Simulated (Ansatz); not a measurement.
An acoustic mirror alternates quarter-wave layers of high and low impedance; the larger the ratio, the fewer layers.

bcc W serves as the reference. Each row is paired with the reference. Frequency 2 GHz, 3 pairs, polycrystalline averages.

Methods, by column (Ansatz, a plane-wave PAW program): density: r²SCAN, relaxed cell; longitudinal speed: r²SCAN, elastic tensor, Hill average.

Runs started from generated or typed cells of the structure named: TiC; ZnO; CdSe; WC; AlN; bcc W; BN; 2H-SiC; GaN; TiB2; CdS. Over 15 meV/atom above the lowest phase of their formula at hand: BN (79 meV/atom, r²SCAN). Spin–orbit coupling is left out unless named.

| crystal | density (g/cm³) | v_l (km/s) |
|---|---|---|
| TiC (rock salt) | 4.91 | 10.29 |
| ZrC (rock salt) | 6.56 | 8.37 |
| ZnO (wurtzite) | 5.72 | 6.00 |
| CdSe (wurtzite) | 5.50 | 3.60 |
| WC (P-6m2) | 15.61 | 7.16 |
| AlN (wurtzite) | 3.27 | 10.89 |
| bcc W, reference | 19.20 | 5.28 |
| BN (wurtzite) | 3.49 | 16.33 |
| 2H-SiC | 3.22 | 12.41 |
| ZrB2 (P6/mmm) | 6.07 | 9.61 |
| HfC (rock salt) | 12.66 | 6.31 |
| GaN (wurtzite) | 6.11 | 7.56 |
| TiB2 (P6/mmm) | 4.52 | 11.70 |
| CdS (wurtzite) | 4.72 | 4.19 |

Model: Z = ρ v_l; layer = v_l/4f; ratio = larger Z over smaller Z; isolation ≈ 20 × 3 × log₁₀(ratio), up to a constant set by the substrate.

**Question.** From the table, find impedance, quarter wave, impedance ratio and isolation for 2H-SiC.

**Answer.** 
- Z = 3.22 × 12.41 = 39.96 MRayl
- quarter wave: 12.41 km/s/(4 × 2 GHz) = 1550 nm
- impedance ratio: larger of 39.96/101.38 and its inverse = 2.537
- isolation: 20 × 3 × log₁₀(2.537) = 24 dB

**Question.** Put the candidates in order of impedance ratio, highest first.

**Answer.** The same steps for every row:

```csv
crystal,impedance (MRayl),quarter wave (nm),impedance ratio,isolation (dB)
TiC (rock salt),50.52,1290,2.007,18
ZrC (rock salt),54.91,1050,1.846,16
ZnO (wurtzite),34.32,750,2.954,28
CdSe (wurtzite),19.80,450,5.120,43
WC (P-6m2),111.77,895,1.102,3
AlN (wurtzite),35.61,1360,2.847,27
"bcc W, reference",101.38,660,1.000,0
BN (wurtzite),56.99,2040,1.779,15
2H-SiC,39.96,1550,2.537,24
ZrB2 (P6/mmm),58.33,1200,1.738,14
HfC (rock salt),79.88,789,1.269,6
GaN (wurtzite),46.19,945,2.195,20
TiB2 (P6/mmm),52.88,1460,1.917,17
CdS (wurtzite),19.78,524,5.125,43
```

By impedance ratio (highest first): CdS (5.125 ± 0.16) ≈ CdSe (5.120 ± 0.16), ZnO (2.954 ± 0.093) ≈ AlN (2.847 ± 0.090), 2H-SiC (2.537 ± 0.080), GaN (2.195 ± 0.069), TiC (2.007 ± 0.063), TiB2 (1.917 ± 0.061) ≈ ZrC (1.846 ± 0.058) ≈ BN (1.779 ± 0.056) ≈ ZrB2 (1.738 ± 0.055), HfC (1.269 ± 0.040), WC (1.102 ± 0.035). The ± follows from allowances picked for this note (density 1 %, longitudinal speed 3 %), carried to first order and added in quadrature, each row's own inputs moving alone; ≈ joins neighbours closer than their two ± added in quadrature. At the edge of that rule, so that a last digit could turn the call: TiB2 and TiC.

Sputtered films are textured or amorphous and softer than these crystals; shear waves need a mirror of their own. Where several phases of a formula are at hand, those over 0.1 eV/atom above the lowest were not drawn (by r²SCAN where it compared them, else by the largest value; a layered or molecular lowest phase counts only with a dispersion term); other phases could lie lower still. Rows are a sample by related chemistry or structure, familiar materials first, kept where one row at least reaches a ratio of 2.5. Limits of the draw: impedance over 8 MRayl; for moduli and speeds, an anisotropy index under 2.5, no layered crystals; no unfamiliar magnets, and cubic perovskites only if shown or known to be stable. As a rule kept out of such tables: 4f compounds, open-shell compounds run without a Hubbard term, cells found unstable in the tests at hand, cells close to a higher symmetry, and runs set to a pressure or over 12 % in volume from the crystal's fullest run.
